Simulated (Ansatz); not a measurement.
LaMg$_{2}$:
```
LaMg2
1.0
    0.00000     4.39720     4.39720
    4.39720     0.00000     4.39720
    4.39720     4.39720     0.00000
La Mg
2 4
Direct
  0.25000   0.25000   0.25000
  0.00000   0.00000   0.00000
  0.62500   0.62500   0.62500
  0.12500   0.62500   0.62500
  0.62500   0.62500   0.12500
  0.62500   0.12500   0.62500
```

Relaxed with r²SCAN. Special points in fractions of this cell's reciprocal vectors: Γ (0.000, 0.000, 0.000); X (0.500, 0.000, 0.500); U (0.625, 0.250, 0.625); K (0.375, 0.375, 0.750); L (0.500, 0.500, 0.500); W (0.500, 0.250, 0.750).

List the band energies nearest the Fermi level at these points for DFT-r²SCAN in the program Ansatz with PAW potentials.

In eV from the Fermi level; about four levels below and three above (degenerate sets whole), none deeper than 8.9 eV; points with the same levels are listed once.

| k | below | above |
|---|---|---|
| Γ | -0.86 -0.86 -0.86 -0.71 -0.71 -0.71 | 1.44 1.77 1.77 1.77 |
| X | -1.58 -1.58 -1.34 -1.34 | 0.35 0.35 0.75 0.75 |
| U | -1.64 -1.21 -0.26 -0.01 | 0.48 0.68 0.80 |
| L | -1.91 -1.91 -1.06 -0.39 -0.39 | 0.15 0.67 0.67 |
| W | -2.25 -2.25 -0.70 -0.70 | 0.39 0.39 0.70 0.70 |

Space group Fd-3m (cubic Laves (MgCu2 type)). The workflow started from an entry of the Crystallography Open Database (COD, 295 K). Whether it is the stable phase at ambient conditions was not checked. The r²SCAN relaxation kept the symmetry of its start; its stability against distortions is not shown here. Spin–orbit coupling is left out wherever it is not named.

Potentials: the later of the program's two PAW sets.
